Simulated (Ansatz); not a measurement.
Total density of states per atom from the program Ansatz at the PBEsol level (PAW), in 0.25 eV bins, energy from the Fermi level:

```
E (eV) | states/eV/atom
    -7.85 | ## 0.17
    -7.60 | # 0.11
    -7.35 | # 0.06
    -7.10 | # 0.05
    -6.85 | ## 0.16
    -6.60 | ### 0.30
    -6.35 | ###### 0.51
    -6.10 | ###### 0.51
    -5.85 | ###### 0.55
    -5.60 | ##### 0.43
    -5.35 | ##### 0.47
    -5.10 | ######### 0.76
    -4.85 | ##### 0.46
    -4.60 | ####### 0.58
    -4.35 | ####### 0.64
    -4.10 | ############ 1.02
    -3.85 | ############ 1.05
    -3.60 | #### 0.36
    -3.35 | ######## 0.68
    -3.10 | ################## 1.56
    -2.85 | ########## 0.90
    -2.60 | ################## 1.58
    -2.35 | ############# 1.16
    -2.10 | ############### 1.35
    -1.85 | ############# 1.19
    -1.60 | ############################## 2.64
    -1.35 | ####################### 1.98
    -1.10 | ######### 0.80
    -0.85 | ## 0.16
    -0.60 | ######### 0.81
    -0.35 | ######## 0.68
    -0.10 | ######### 0.76
     0.15 | #### 0.34
     0.40 | ### 0.26
     0.65 | ### 0.26
     0.90 | #### 0.36
     1.15 | ###### 0.51
     1.40 | ##### 0.46
     1.65 | ###### 0.50
     1.90 | ####### 0.58
     2.15 | #### 0.37
     2.40 | ### 0.24
     2.65 | ### 0.31
     2.90 | ####### 0.61
     3.15 | ####### 0.58
     3.40 | ###### 0.54
     3.65 | ###### 0.49
     3.90 | ##### 0.47
     4.15 | ## 0.14
     4.40 | ## 0.19
     4.65 | ### 0.24
     4.90 | ### 0.30
```

Problem. Which compound is it?
A. CoSn, P6/mmm (Co on 3f, Sn on 1a, Sn on 2d)
B. Ni3Sn2S2, R-3m (Sn on 3b, S on 6c, Sn on 3a, Ni on 9e)
C. Ni, fcc (Cu type)
D. Ta, bcc (W type)

Solution. B, Ni3Sn2S2, R-3m (Sn on 3b, S on 6c, Sn on 3a, Ni on 9e). Within 0.5 eV of the Fermi level: Ni 3d 58 %, S 3p 18 %, Sn 5p 11 %, Sn 5s 9 %. Projections are on Löwdin-orthogonalised atomic valence shells; empty p or d shells of many metals are not among them.

The workflow started from an entry of the Crystallography Open Database (COD). Its standing as an ambient phase is unchecked. The PBEsol relaxation kept the symmetry of its start; whether a distortion lowers the energy is not shown. The workflow began spin-polarised and lost its moments. Scalar-relativistic: spin–orbit coupling is off unless named, which matters more the heavier the elements.

Potentials: the later of the program's two PAW sets.
